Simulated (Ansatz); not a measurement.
TaN in space group P-62m (No. 189; Ta on 1a, Ta on 2d, N on 3f) at seven volumes, DFT-r²SCAN in the program Ansatz with PAW potentials, shape and atoms relaxed at each. One row is withheld.

```json
[
 {"V (Å³/atom)": "10.336", "P (GPa)": "37.48"},
 {"V (Å³/atom)": "10.676", "P (GPa)": "22.97"},
 {"V (Å³/atom)": "11.017", "P (GPa)": "10.58"},
 {"V (Å³/atom)": "11.358", "P (GPa)": "0.00"},
 {"V (Å³/atom)": "11.699", "P (GPa)": "-9.03"},
 {"V (Å³/atom)": "12.039", "P (GPa)": "-16.73"},
 {"V (Å³/atom)": "12.380", "P (GPa)": "?"}
]
```

Problem. Fit the shown pressures and predict the withheld one.

Solution. Third-order Birch–Murnaghan: P = (3/2)B₀(x^(7/2) − x^(5/2))[1 + (3/4)(B′ − 4)(x − 1)] with x = (V₀/V)^(2/3). Least squares on the six rows gives V₀ = 11.358 Å³/atom, B₀ = 325.1 GPa, B′ = 4.25. At V = 12.380, x = 0.9442 and P = -23.33 GPa. The run itself gave -23.28 GPa.

The r²SCAN relaxation kept the symmetry of its start. The run is not spin-polarised. Spin–orbit coupling is left out wherever it is not named.

Potentials: the later of the program's two PAW sets.
